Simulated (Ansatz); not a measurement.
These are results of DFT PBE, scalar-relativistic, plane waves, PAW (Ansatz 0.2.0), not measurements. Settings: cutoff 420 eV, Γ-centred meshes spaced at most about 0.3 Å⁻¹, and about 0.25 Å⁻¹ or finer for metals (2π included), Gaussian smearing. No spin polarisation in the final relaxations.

All energies are static (0 K, no zero-point motion).

Two relaxed structures of CaSi₂N₂:

A.

```yaml
crystal:
  lattice:
    - [-2.19035, 2.94522, 3.38445]
    - [2.19035, -2.94522, 3.38445]
    - [2.19035, 2.94522, -3.38445]
  atoms:
    - { symbol: Ca, position: [0.00000, 0.00000, 0.00000] }
    - { symbol: Si, position: [0.50000, 0.24122, 0.74122] }
    - { symbol: Si, position: [0.50000, 0.75878, 0.25878] }
    - { symbol: N, position: [0.27355, 0.50000, 0.77355] }
    - { symbol: N, position: [0.72645, 0.50000, 0.22645] }
```

B.

```yaml
crystal:
  lattice:
    - [-2.90486, 2.90486, 3.41892]
    - [2.90486, -2.90486, 3.41892]
    - [2.90486, 2.90486, -3.41892]
  atoms:
    - { symbol: Ca, position: [0.50000, 0.50000, 0.00000] }
    - { symbol: Si, position: [0.50000, 0.00000, 0.50000] }
    - { symbol: Si, position: [0.00000, 0.50000, 0.50000] }
    - { symbol: N, position: [0.75000, 0.25000, 0.50000] }
    - { symbol: N, position: [0.25000, 0.75000, 0.50000] }
```

Question: Which is lower in energy, and by how much?

Answer: A is lower, by 0.46 eV/atom. A has space group Immm (No. 71), 17.5 Å³/atom and no gap on its mesh; B has space group I4/mmm (No. 139), 23.1 Å³/atom and no gap. The shortest distance is 1.75 Å (Si–N) in A and 1.71 Å (Si–N) in B. A holds Si–Si chains (shortest 2.11 Å); in B the shortest Si–Si distance is 3.42 Å. The denser one is the lower, and pressure would at first widen the difference. In A, around Ca lie 4 N at 2.72 Å and 4 Si at 3.13 Å; Si is surrounded by 2 N at 1.75 Å, 1 Si at 2.11 Å, 1 Si at 2.27 Å and 2 Ca at 3.13 Å; around N lie 2 Si at 1.75 Å, 1 N at 2.67 Å and 2 Ca at 2.72 Å. In B, Ca has 4 Si at 2.90 Å and 8 N at 3.37 Å; around Si lie 2 N at 1.71 Å and 2 Ca at 2.90 Å; N has 2 Si at 1.71 Å and 4 Ca at 3.37 Å. Both come from invented guesses. A third cell relaxed alike, in Cmmm, lies 236 meV/atom below the lower of the two.

Cells relaxed within their symmetry can be saddle points.
